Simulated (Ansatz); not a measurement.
Ag (fcc (Cu type), Fm-3m) at seven volumes, LDA (plane waves, PAW; program Ansatz), scaled uniformly. One row is withheld.

```csv
V (Å³/atom),P (GPa)
14.580,16.64
15.060,9.85
15.541,4.30
16.022,-0.22
16.502,?
16.983,-6.95
17.464,-9.43
```

Task: Fit the shown pressures and predict the withheld one.

Result: P = (3/2)B₀(x^(7/2) − x^(5/2))[1 + (3/4)(B′ − 4)(x − 1)] with x = (V₀/V)^(2/3). Least squares on the six rows gives V₀ = 15.995 Å³/atom, B₀ = 138 GPa, B′ = 5.72. At V = 16.502, x = 0.9794 and P = -3.94 GPa. The run itself gave -3.92 GPa.

The cell keeps a stress of up to 0.2 GPa. The LDA relaxation kept the symmetry of its start. No spin polarisation was allowed.

Potentials: the later of the program's two PAW sets.
